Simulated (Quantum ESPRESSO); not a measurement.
## In3Al2WPdZn (one composition in several site orders)

Simulated, not a measurement. The program is pw.x of Quantum ESPRESSO 7.5 (plane-wave density functional theory). The cell is made up: eight metal atoms on a face-centred cubic lattice, with elements, volume, strain and displacements drawn at random and not relaxed, so it may be unstable or far from any real phase. PseudoDojo standard norm-conserving files set the functional (PBE unless stated); there is no spin polarisation or spin-orbit coupling, the Fermi-Dirac width of 0.25 eV means electrons at about 2900 K, and the masses in the input are unused placeholders. Heavy elements are run without spin-orbit coupling, which real alloys of them have. A spin test at this wide smearing found no moment, but such smearing suppresses magnetism that the real alloy may have.

The runs put one composition on the sites in different orders. Cell, positions, cutoff, mesh and smearing stay as in the input of run 1; sites are counted in its order. Stress in the tables is positive in tension.

Input of run 1:

```
&control calculation='scf', pseudo_dir='./dojo.nc.sr.pbe.v0_5.standard.upf', outdir='./o', disk_io='medium', tprnfor=.true., tstress=.true. /
&system ibrav=0, nat=8, ntyp=5, nbnd=59, ecutwfc=84.00895049, nosym=.true., tot_charge=0,
 occupations='smearing', smearing='fd', degauss=0.0183746611
/
&electrons conv_thr=1.470e-08, electron_maxstep=70, mixing_beta=0.5 /
ATOMIC_SPECIES
Al 1.0 Al.upf
In 1.0 In.upf
Pd 1.0 Pd.upf
W 1.0 W.upf
Zn 1.0 Zn.upf
CELL_PARAMETERS angstrom
0.0 -2.1223 -2.1223
0.0 4.2446 -4.2446
8.4892 0.0 0.0
ATOMIC_POSITIONS angstrom
In 0.0193 0.2112 0.125
In 4.2078 -0.1037 0.1407
Al -0.0046 2.1906 -1.9674
Al 4.2074 2.0556 -1.9871
W 2.206 0.0327 -2.0642
Pd 6.387 -0.0022 -2.1435
Zn 2.2473 2.1138 -4.2225
In 6.4822 2.1103 -4.0658
K_POINTS automatic
8 4 3 1 1 1
```

| run | elements on sites 1 to 8 | free energy less that of run 1 (eV) | -TS (eV) | pressure (GPa) | stress xx (GPa) | stress yy (GPa) | stress zz (GPa) | stress yz (GPa) | stress xz (GPa) | stress xy (GPa) | iterations |
| --- | --- | --- | --- | --- | --- | --- | --- | --- | --- | --- | --- |
| 1 | In In Al Al W Pd Zn In | 0.000 | -0.831 | -3.00 | 4.20 | 2.26 | 2.54 | -2.71 | 0.63 | -0.47 | 16 |
| 2 | Al In Pd Zn W Al In In | 0.681 | -0.936 | -1.65 | 1.89 | 1.54 | 1.52 | -1.64 | -0.17 | -0.42 | 16 |
| 3 | Zn In In Al Pd Al In W | 0.523 | -0.903 | -2.42 | 1.66 | 2.74 | 2.86 | -2.02 | 0.70 | -0.02 | 15 |
| 4 | Pd In W In Zn Al In Al | 1.068 | -0.929 | -0.81 | 1.16 | 0.70 | 0.57 | 0.98 | 0.33 | -0.45 | 16 |
| 5 | Al Pd W Al Zn In In In | 0.479 | -0.894 | -2.26 | 1.17 | 2.78 | 2.83 | -1.47 | -0.31 | 0.89 | 16 |
| 6 | In Al In W Pd Zn Al In | 0.626 | -0.950 | -1.50 | 1.43 | 1.38 | 1.69 | -2.04 | 0.89 | -0.82 | 16 |

Forces Fx Fy Fz (eV/Å):

| site | run 1 | run 2 | run 3 | run 4 | run 5 | run 6 |
| --- | --- | --- | --- | --- | --- | --- |
| 1 | 0.53 -0.04 -0.41 | 0.72 0.52 -0.81 | -0.42 -0.18 0.09 | -0.48 0.15 -0.08 | 0.68 -0.05 -0.19 | 0.87 -0.09 -0.06 |
| 2 | 0.18 0.63 -0.58 | 0.98 1.03 -1.05 | 1.71 0.82 -0.78 | 1.56 0.68 -0.80 | 0.30 0.11 -0.21 | -0.39 0.56 -0.57 |
| 3 | 1.04 -0.61 0.52 | 0.34 -0.41 0.31 | 0.47 -0.33 0.04 | -0.36 -0.23 0.01 | 1.44 -0.29 -0.03 | 1.57 -0.32 0.10 |
| 4 | -0.29 -0.53 0.57 | -0.05 -0.44 0.41 | 0.78 -0.24 0.20 | 0.91 -0.52 0.45 | -0.23 -0.22 0.14 | -0.10 0.24 -0.30 |
| 5 | -0.25 0.70 -0.64 | -0.94 -0.01 0.06 | 0.13 0.19 -0.21 | -1.56 0.04 -0.01 | -0.27 0.06 -0.03 | 0.65 -0.16 0.24 |
| 6 | -0.21 0.34 -0.12 | 0.54 0.08 0.08 | -0.28 -0.21 0.43 | 1.67 -0.10 0.24 | -0.55 -0.53 0.92 | -1.33 -0.08 0.22 |
| 7 | -0.54 -0.41 0.49 | -2.08 -0.86 1.00 | -1.39 -0.22 0.39 | -3.24 -0.16 0.34 | -0.68 0.02 0.17 | 0.70 -0.42 0.54 |
| 8 | -0.47 -0.07 0.17 | 0.49 0.10 0.00 | -0.99 0.18 -0.15 | 1.51 0.15 -0.15 | -0.67 0.90 -0.77 | -1.98 0.28 -0.17 |

The sites are displaced and not relaxed, so the energy differences mix bonding between neighbours with strain and are not ordering energies. A rerun of one cell of this series at a higher cutoff and on a denser mesh moved values by no more than 0.006 eV in energy, 0.22 GPa in stress and 0.015 eV/Å in force, and a second program with other atomic files agreed on that cell to 2 % rms in force and 0.5 GPa in pressure.